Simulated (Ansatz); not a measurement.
LuZn (CsCl type, Pm-3m) at seven volumes, DFT-r²SCAN in the program Ansatz with PAW potentials, scaled uniformly. One row is withheld.

| V (Å³/atom) | P (GPa) |
|---|---|
| 18.844 | 8.52 |
| 19.465 | 5.23 |
| 20.087 | 2.41 |
| 20.708 | 0.00 |
| 21.329 | -2.06 |
| 21.950 | -3.83 |
| 22.572 | ? |

Q: Fit the shown pressures and predict the withheld one.

A: P = (3/2)B₀(x^(7/2) − x^(5/2))[1 + (3/4)(B′ − 4)(x − 1)] with x = (V₀/V)^(2/3). Least squares on the six rows gives V₀ = 20.709 Å³/atom, B₀ = 74.2 GPa, B′ = 4.15. At V = 22.572, x = 0.9442 and P = -5.35 GPa. The run itself gave -5.36 GPa.

The workflow started from an entry of the Crystallography Open Database (COD). Whether it is the stable phase at ambient conditions was not checked. The r²SCAN relaxation kept the symmetry of its start; its stability against distortions is not shown here. Scalar-relativistic: spin–orbit coupling is off unless named, which matters more the heavier the elements.

Potentials: the later of the program's two PAW sets.
